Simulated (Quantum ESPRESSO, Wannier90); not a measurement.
CdTe (wurtzite): Wannier90 run

```
CELL_PARAMETERS angstrom
      4.63327     0.00000     0.00000
     -2.31664     4.01253     0.00000
      0.00000     0.00000     7.60243
ATOMIC_POSITIONS crystal
  Cd 0.33333 0.66667 0.00036
  Cd 0.66667 0.33333 0.50036
  Te 0.33333 0.66667 0.37464
  Te 0.66667 0.33333 0.87464
```

Materials Project entry mp-12779; symmetrised, unrelaxed at this level. Not found in the COD (Crystallography Open Database) copy used, which has the formula in other groups; not checked further. Computed values, not measurements, from PBEsol: Quantum ESPRESSO (norm-conserving PseudoDojo potentials, cutoff 82 Ry, no spin polarisation, no spin-orbit coupling) on a Γ-centred 6×6×4 mesh, then Wannier90. Density: 12×12×4 mesh, Gaussian smearing 0.01 Ry. Spin-orbit coupling is left out although heavy elements are present.

Base run: 16 functions from bands 19-20,31-58 of the 58 computed, start hydrogen-like Cd: s;p; Te: s;p, centres 0.05 Å off the atoms, frozen window up to 2.09 eV relative to the valence-band maximum, outer window open. Bands 21–30 (Cd 4d 96 %) lie between the kept ones and are excluded. One thing is changed at a time; window edges are relative to the valence-band maximum. The misfit compares interpolated bands with pw.x on a high-symmetry path, for states up to 1.6 eV relative to the valence-band maximum. Converged means that the tolerances were met: symmetric starts can stop on a saddle, which shows as a larger Ω_OD at equal Ω_I and can move the misfit too.

```
setting                   functions  frozen to (eV)  Ω_I (Å²)  Ω_D (Å²)  Ω_OD (Å²)  rms misfit (meV)  worst (meV)                               ended
------------------------  ---------  --------------  --------  --------  ---------  ----------------  -----------  ----------------------------------
base                             16            2.09     31.17      0.01       4.01               2.1           15                           converged
frozen window to 6.09 eV         16            6.09     45.36      0.29       6.98               4.2           20                           converged
frozen window to 0.09 eV         16            0.09     31.09      0.01       4.00                20          276                           converged
frozen window to 3.09 eV         16            3.09     33.64      0.04       3.98               2.5           12                           converged
no frozen window                 16            none     30.24      0.01       3.76               100          456                           converged
outer window to 7.15 eV          16            2.09         –         –          –                 –            –  stops: too few bands in the window
outer window to 13.15 eV         16            2.09     34.65      0.05       4.23               2.4           15                           converged
```
